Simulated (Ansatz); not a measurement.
**Question.** Li (diamond, Fd-3m) is relaxed with DFT-r²SCAN in the program Ansatz with PAW potentials. What lattice parameters of the conventional cell result?

**Answer.** a = 5.930 Å.

The start of the workflow was typed in or built on a structure type; neither database checked (COD, Materials Project) lists it. It is not the phase usual at ambient conditions (space group No. 229). Symmetry was held in the r²SCAN relaxation. At this level the phase is mechanically unstable. The volume moved by -23 % from the start of the relaxation.

Potentials: the later of the program's two PAW sets.
